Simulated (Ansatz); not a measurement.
According to plane-wave PAW PBEsol (Ansatz code), CdTe in the hexagonal phase (P6_222; Cd on 3c, Te on 3d) relaxes to a = 4.523 Å, c = 10.263 Å. Against the elements it lies at -0.30 eV/atom, with no fitted shifts.

The Kohn–Sham gap is 0.10 eV (indirect). The valence maximum lies at A and the conduction minimum at Γ. Gap from PBEsol with spin–orbit coupling: none (metallic). Electrons at the band edge weigh 0.014, 0.051, 0.051 mₑ (principal values). The hole mass is 0.26, 0.26, 0.48 mₑ (principal values).

The elastic constants imply a Debye temperature near 174 K. Without the LO–TO term the highest mode at Γ lies at 169 cm⁻¹.

The start of the workflow was typed in or built on a structure type; neither database checked (COD, Materials Project) lists it. It is not the phase usual at ambient conditions (space group No. 216). The cell was relaxed with PBEsol under the symmetry of its start; whether a distortion lowers the energy is not shown. Point labels and valley counts follow the cell and symmetry of the run, lower than the named group. The references are the lowest solids computed at this level, not always the standard phases. Scalar-relativistic: spin–orbit coupling is off unless named, which matters more the heavier the elements.

Potentials: the later of the program's two PAW sets.
